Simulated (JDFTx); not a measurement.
Reference run:

```yaml
surface: Ru(0001)
bulk: Ru, P6_3/mmc, lattice of mp-33 (not re-optimised)
slab: 4 atoms in 4 planes, 1x1, 6.4 Å between the outermost planes
in-plane cell: 2.708 × 2.708 Å, 6.35 Å²
cell_height: 22.4 Å
sampling: 10×10×1 k mesh, Fermi smearing 0.01 Ha, no spin polarisation
```

Reference level: PBE, GBRV ultrasoft potentials, plane waves to 20/100 Ha, in JDFTx (a modified build). Unrelaxed; liquid: CANDLE, water, 1 M NaF. The electron chemical potential μ is absolute (zero in the bulk liquid) and is turned into a potential by U = −μ/e − 4.44 V vs SHE, a convention.

```
density cutoff alone  work function (eV)  U_pzc (V)  mean C above U_pzc (μF/cm²)  k states × plane waves  cycles, vacuum run  rough core time, vacuum run
--------------------  ------------------  ---------  ---------------------------  ----------------------  ------------------  ---------------------------
80 Ha                               5.04       0.28                15 over 0.5 V               14 × 4100                  20                        2 min
100 Ha                              5.04       0.28                15 over 0.5 V               14 × 4100                  20                        2 min
130 Ha                              5.04       0.28                15 over 0.5 V               14 × 4100                  20                        2 min
200 Ha                              5.04       0.28                15 over 0.5 V               14 × 4100                  20                        3 min
```

The work function stays within 0.01 eV over all these settings; capacitances repeat to about ±0.2 μF/cm². The times are rough (shared hosts); only ratios past two mean anything.
